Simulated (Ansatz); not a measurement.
SiNi:
```yaml
crystal:
  lattice:
    - [2.99114, 0.00000, 0.00000]
    - [0.00000, 3.25503, 0.00000]
    - [0.00000, 0.00000, 4.66321]
  atoms:
    - { symbol: Si, position: [0.00000, 0.00000, 0.15637] }
    - { symbol: Si, position: [0.50000, 0.50000, 0.84363] }
    - { symbol: Ni, position: [0.00000, 0.00000, 0.65660] }
    - { symbol: Ni, position: [0.50000, 0.50000, 0.34340] }
```

Relaxed with r²SCAN.

Problem. Give the Bader charges and basin volumes of the independent atoms, r²SCAN in the plane-wave PAW code Ansatz.

Solution. 

| atom | Bader charge (e) | Bader volume (Å³) |
|---|---|---|
| Si1 | +0.42 | 11.2 |
| Ni3 | -0.42 | 11.5 |

Space group Pmmn. The first step of the workflow began from a Materials Project structure, measured or hypothetical; the Crystallography Open Database copy checked does not list it. It is not the phase usual at ambient conditions (space group No. 62). The r²SCAN relaxation kept the symmetry of its start; whether a distortion lowers the energy is not shown. No spin polarisation was allowed.

Potentials: the earlier of the program's two PAW sets. The files were generated under PBE; for other functionals the program regenerates the frozen cores, and for LDA and PBEsol the local potential too.
